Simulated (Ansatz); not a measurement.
MgB$_{2}$ in space group P6/mmm (No. 191; Mg on 1a, B on 2d), a = 3.072 Å, b = 3.072 Å, c = 3.536 Å, α = 90.00°, β = 90.00°, γ = 120.00°.

Relaxed with plane-wave PAW PBE (Ansatz code). Indices refer to the conventional cell of P6/mmm, a = b = 3.0716 Å, c = 3.5359 Å, α = β = 90.00°, γ = 120.00°.

Simulate the powder diffraction pattern (Ag Kα, λ = 0.560885 Å; lines above 1 %) up to 2θ = 30°.

Simulated powder pattern, Ag Kα, λ = 0.560885 Å (kinematic, ideal powder, no thermal factors, no anomalous dispersion; the 30 strongest lines at most, above 1 %, up to 2θ = 30°):

```tsv
2θ (°)	d (Å)	I/Imax (%)	hkl
9.10	3.536	3.2	(0001)
12.10	2.660	26	(1 0 -1 0)
15.16	2.126	100	(1 0 -1 1)
18.25	1.768	14	(0002)
21.04	1.536	27	(1 1 -2 0)
21.96	1.472	11	(1 0 -1 2)
22.97	1.409	3.8	(1 1 -2 1)
24.34	1.330	3.8	(2 0 -2 0)
26.04	1.245	18	(2 0 -2 1)
28.00	1.159	20	(1 1 -2 2)
```

The cell was relaxed with PBE under the symmetry of its start.

Potentials: the later of the program's two PAW sets.
